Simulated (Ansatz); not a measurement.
## Phonon spectrum of BaHfH$_{6}$

The calculation used Ansatz 0.2.0, DFT PBE, scalar-relativistic, plane waves, PAW. Settings: 420 eV plane-wave cutoff, Γ-centred 8×6×6 mesh, fixed occupations. No spin polarisation. Phonons by linear response, acoustic sum rule imposed.

Relaxed structure:
```
Ba Hf H
1.0
     3.38774    0.00000    0.00000
     0.00000    3.61240    3.97606
     0.00000   -3.61240    3.97606
Ba Hf H
1 1 6
Direct
  0.50000 0.55484 0.55484
  0.00000 0.99730 0.99730
  0.50000 0.76736 0.05730
  0.50000 0.05730 0.76736
  0.50000 0.15616 0.15616
  0.00000 0.86450 0.33954
  0.00000 0.33954 0.86450
  0.00000 0.76302 0.76302
```

The cell was found from a structure generator's guess, not taken from experiment. Spin–orbit coupling is left out, which matters for heavy elements. The q mesh is coarse, so values between its points are rough.

Force constants from linear response on a 2×1×1 q mesh.

Path: Γ–Y–C0 | SIGMA0–Γ–Z–A0 | E0–T–Y | Γ–S–R–Z–T. Only the points of the 2×1×1 mesh were computed; the rest is interpolation, which is rough on so few points. At q = (-0.500, 0.000, 0.000) a computed mode is imaginary, 14i cm⁻¹, so the cell is unstable at this level. Distance along the path (Å⁻¹), then the branches (cm⁻¹, negative for imaginary; the LO field is included):
```
0.000  0 0 0 103 106 130 172 585 643 707 795 807 834 835 911 940 984 1000 1036 1056 1158 1458 1585 1790
0.198  9 19 20 103 105 127 190 566 643 718 798 799 832 839 917 940 981 1003 1032 1056 1157 1457 1591 1787
0.395  22 36 38 96 103 119 236 524 643 738 782 806 825 850 928 941 974 1012 1024 1058 1154 1455 1608 1778
0.593  36 51 52 86 99 108 291 476 642 753 767 814 817 862 937 941 966 1014 1021 1061 1151 1452 1627 1766
0.790  44 56 58 80 97 101 322 448 642 759 762 814 818 868 940 942 962 1009 1025 1062 1150 1451 1637 1760
0.809  44 56 58 80 97 101 322 448 642 759 762 814 818 868 940 942 962 1009 1025 1062 1150 1451 1637 1760
0.828  44 57 58 80 97 101 322 447 642 759 762 814 818 868 940 942 962 1009 1025 1062 1150 1451 1637 1760
0.847  44 58 58 80 97 101 324 446 643 759 762 813 818 868 939 942 962 1009 1025 1062 1150 1452 1636 1760
0.866  43 58 58 80 97 101 325 444 644 759 762 813 818 867 939 942 963 1010 1025 1062 1150 1453 1636 1760
0.965  38 60 66 80 96 101 338 432 649 757 764 810 817 866 937 941 964 1012 1026 1061 1150 1462 1633 1757
1.164  22 55 68 87 96 111 330 439 664 746 774 800 816 859 928 941 968 1020 1026 1060 1151 1492 1620 1750
1.362  -9 37 48 94 98 129 253 511 672 724 789 790 814 849 918 940 977 1021 1028 1058 1154 1524 1604 1743
1.561  -12 13 20 98 105 136 184 583 653 709 785 804 813 837 912 940 988 1010 1035 1056 1158 1545 1591 1740
1.660  0 0 0 101 103 108 172 585 640 707 784 795 834 855 940 984 991 1036 1052 1158 1186 1458 1549 1739
1.892  24 31 57 100 107 120 224 584 634 699 760 763 861 866 951 982 991 1039 1051 1150 1186 1464 1543 1733
2.123  36 52 89 112 120 143 325 580 621 671 714 723 881 892 971 983 991 1041 1050 1132 1183 1477 1531 1720
2.355  21 54 105 124 151 161 413 574 607 630 671 696 888 913 982 989 992 1036 1053 1117 1180 1490 1519 1708
2.587  -14 51 113 132 163 168 450 570 603 610 652 685 890 920 984 991 995 1031 1055 1112 1179 1496 1514 1703
2.786  -12 51 112 134 162 168 458 572 581 626 652 684 884 924 985 990 997 1036 1056 1111 1166 1503 1511 1703
2.984  10 53 112 135 161 169 467 562 575 638 655 684 876 928 988 989 999 1046 1058 1110 1135 1505 1518 1703
3.183  21 56 117 136 159 169 451 568 578 647 657 682 871 927 989 998 1001 1051 1060 1107 1110 1498 1531 1702
3.381  26 59 121 138 155 167 432 580 580 652 659 682 870 924 990 996 1018 1039 1061 1096 1111 1493 1537 1702
3.390  26 59 122 138 155 167 432 580 580 653 659 682 870 924 990 996 1019 1038 1061 1096 1111 1493 1537 1702
3.409  27 59 122 138 155 167 431 580 581 653 659 682 870 924 990 996 1020 1037 1061 1096 1112 1492 1537 1702
3.428  27 60 122 138 155 167 431 580 581 653 659 682 870 924 990 996 1021 1036 1061 1096 1112 1492 1538 1702
3.447  27 60 122 138 155 167 430 580 581 653 659 682 870 924 990 996 1022 1035 1061 1095 1112 1492 1538 1702
3.573  30 61 120 136 153 165 428 580 584 638 663 701 869 923 988 995 1023 1032 1062 1090 1114 1491 1541 1704
3.805  44 72 105 118 139 144 406 536 602 651 693 751 863 918 976 992 1010 1025 1049 1077 1126 1479 1565 1717
4.036  49 82 93 93 106 115 367 479 625 706 740 789 834 901 965 968 992 1014 1021 1075 1139 1463 1603 1739
4.268  44 61 67 84 96 101 328 451 640 752 766 809 813 874 942 952 962 1011 1022 1065 1149 1452 1633 1757
4.384  0 0 0 102 106 132 173 595 642 708 790 807 820 834 911 940 989 1004 1036 1056 1158 1507 1586 1766
4.531  -15 17 25 99 104 133 190 571 653 712 791 802 821 838 913 940 986 1007 1034 1056 1157 1507 1585 1766
4.678  -26 33 47 98 99 129 234 526 663 723 792 792 823 843 920 940 979 1013 1029 1058 1155 1508 1584 1766
4.825  -33 47 67 92 97 120 283 480 667 733 785 794 825 847 927 940 974 1018 1025 1058 1153 1508 1583 1767
4.972  -36 52 77 89 96 115 309 456 668 736 782 795 826 848 930 941 971 1020 1023 1059 1152 1508 1583 1767
5.204  -16 75 77 94 105 112 342 460 660 717 764 788 826 877 949 972 977 1003 1041 1062 1146 1507 1569 1754
5.435  38 70 92 104 128 136 415 471 643 668 716 750 860 906 971 985 993 1046 1048 1069 1132 1505 1543 1730
5.667  29 59 105 123 154 160 458 516 615 633 673 710 872 922 984 992 995 1051 1061 1100 1122 1506 1524 1711
5.899  13 54 113 132 163 170 465 565 575 637 655 683 875 927 989 992 1000 1050 1058 1110 1125 1506 1518 1704
6.046  11 53 112 133 163 170 462 569 574 634 655 684 876 926 989 991 999 1045 1058 1110 1134 1505 1517 1704
6.193  -3 52 112 134 162 169 457 573 580 628 654 684 882 924 989 990 998 1037 1057 1111 1154 1502 1515 1704
6.340  -12 51 113 133 162 168 452 571 593 619 652 684 887 922 986 991 996 1033 1056 1112 1172 1498 1514 1703
6.487  -14 51 113 132 163 168 450 570 603 610 652 685 890 920 984 991 995 1031 1055 1112 1179 1496 1514 1703
6.684  -7 52 113 133 162 168 447 572 600 617 653 684 887 921 990 992 994 1030 1056 1112 1167 1495 1517 1704
6.882  17 55 115 135 161 168 440 575 592 632 655 683 879 922 993 994 1005 1027 1058 1112 1139 1494 1526 1704
7.079  25 58 119 137 157 168 433 579 584 647 658 682 872 923 991 995 1024 1024 1060 1110 1112 1493 1534 1703
7.277  27 60 122 138 155 167 430 580 581 653 659 682 870 924 990 996 1022 1035 1061 1095 1112 1492 1538 1702
```
